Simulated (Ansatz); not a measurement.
Vibrational response of InGa$_{3}$O$_{3}$

All numbers below come from Ansatz, DFT PBE, scalar-relativistic, plane waves, PAW. Plane waves to 420 eV; Γ-centred k mesh 12×12×4; Gaussian smearing of 0.10 eV. No spin polarisation. Phonons by linear response, acoustic sum rule imposed.

The cell, relaxed at this level:
```
In Ga O
1.0
     3.08142    0.00000    0.00000
    -1.54071    2.66859    0.00000
     0.00000    0.00000   14.40730
In Ga O
1 3 3
Cartesian
  0.0000 1.7791 11.4862
  0.0000 1.7791 4.1266
  0.0000 0.0000 8.7003
  1.5407 0.8895 1.0547
  0.0000 0.0000 4.7861
  0.0000 1.7791 2.2928
  0.0000 0.0000 0.2579
```

It was reached by relaxing an invented guess, and it needn't be the stable form of this composition. In a metal, frequencies depend on the k mesh and the smearing, soft modes most. No dispersion correction is applied, so modes and constants that involve weak contacts between layers, chains or molecules come out too soft.

Optical modes at Γ; i marks an imaginary frequency:
| frequency (cm⁻¹) | degeneracy |
| --- | --- |
| 12i | 2 |
| 8 | 2 |
| 27 | 1 |
| 55 | 2 |
| 97 | 1 |
| 222 | 1 |
| 222 | 2 |
| 424 | 1 |
| 437 | 2 |
| 455 | 1 |
| 513 | 2 |
| 699 | 1 |

2 of the 18 optical modes are unstable, so the structure is a saddle point of the energy and would distort without enlarging its cell.
